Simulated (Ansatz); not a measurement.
**Optical constants of Au**

Theory: DFT PBEsol, scalar-relativistic, plane waves, PAW (Ansatz). Plane waves to 420 eV; Γ-centred k mesh 20×20×20; Fermi-Dirac smearing of 0.15 eV. No spin polarisation.

The cell, relaxed at this level:
```xyz
1
Lattice="0.0000 2.0417 2.0417 2.0417 0.0000 2.0417 2.0417 2.0417 0.0000" Properties=species:S:1:pos:R:3 pbc="T T T"
Au    0.0000    0.0000    0.0000
```

In a metal these results depend on the k mesh and the smearing. Spin–orbit coupling is left out, which matters for heavy elements.

Independent-particle response (no local fields, no excitons) on a 28×28×28 mesh, broadened by 0.1 eV; the Drude term is undamped and its weight carries the smearing above, which sets much of it in a semimetal. The run couldn't bound its error over part or most of this range, so small peaks and near ties are unsure. Light polarised along x. ε₁ lacks the small share of bands above those solved.

Question: Tabulate ε₁ and ε₂ against photon energy.

Answer:
```tsv
E (eV)	ε₁	ε₂
0.1	-7925.32	0.00
0.5	-307.75	0.00
0.9	-87.80	0.02
1.3	-35.62	0.20
1.7	-13.89	1.94
2.1	-4.74	6.42
2.5	-2.57	8.69
2.9	-2.25	8.44
3.3	-1.72	7.94
3.7	-1.54	7.15
4.1	-1.38	6.19
4.5	-0.69	5.09
4.9	0.09	4.46
5.3	0.92	4.30
5.7	1.43	4.30
6.1	2.01	4.47
6.5	2.29	5.59
6.9	1.38	5.49
7.3	1.11	5.60
7.7	0.10	5.41
8.1	0.02	4.87
8.5	-0.22	4.42
8.9	-0.35	3.88
9.3	-0.33	3.28
9.7	-0.08	2.83
10.1	0.28	2.48
10.5	0.63	2.48
10.9	0.85	2.43
11.3	1.13	2.48
11.7	1.17	2.88
```

Question: Where is the highest local maximum of ε₂ between 0.3 and 12 eV?

Answer: At 2.6 eV, where ε₂ = 8.9.

Cost: 1 run of about 0.32 core-minutes, on Intel Xeon 6975P-C (Granite Rapids) (shared hosts).